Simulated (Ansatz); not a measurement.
Consider the following.

Starting cell, NaF (rock salt):

```yaml
crystal:
  lattice:
    - [0.00000, 4.70157, 4.70157]
    - [2.35078, 2.35078, 4.70157]
    - [2.35078, 2.35078, 0.00000]
  atoms:
    - { symbol: F, position: [0.00000, 0.00000, 0.00000] }
    - { symbol: F, position: [0.50000, 0.00000, 0.00000] }
    - { symbol: Na, position: [0.00000, 0.50000, 0.50000] }
    - { symbol: Na, position: [0.50000, 0.50000, 0.50000] }
```

A phonon eigenvector at X = (0.5, 0.5, 0.0) is frozen into this cell: atom i moves by Q times the vector below, so Q is the largest atomic displacement, in Å. The cell is held. (q is in reciprocal vectors of the primitive cell; the cell shown is doubled to hold the pattern.)

| atom | x | y | z |
|---|---|---|---|
| F1 | 0.000 | 0.000 | 0.072 |
| F2 | 0.000 | 0.000 | -0.072 |
| Na3 | 0.000 | 0.000 | -1.000 |
| Na4 | 0.000 | 0.000 | 1.000 |

Method: PBE (plane waves to 420 eV, PAW, scalar-relativistic; Ansatz, a first-principles code). k mesh 12×12×12 (Γ-centred), Fermi-Dirac smearing 0.05 eV. The energy includes the smearing's −TS. NaF was relaxed with its symmetry unable to fall. The relaxed volume of NaF is well above the measured one; the method has no dispersion term. ΔE is measured from the undisplaced structure.

The scan covers Q from -0.280 to 0.280 Å in 13 points.

Problem. Which space group does the distorted structure have?

Solution. P4/nmm (No. 129), lowered from Fm-3m.

Problem. What is the energy change at Q = 0.280 Å?

Solution. 446 meV/cell.

Problem. What harmonic wavenumber does the curvature at Q = 0 give?

Solution. 243 cm⁻¹.

(A displaced cell: forces are minus the slopes of the energy, force constants its curvatures, and phonons follow from these.)
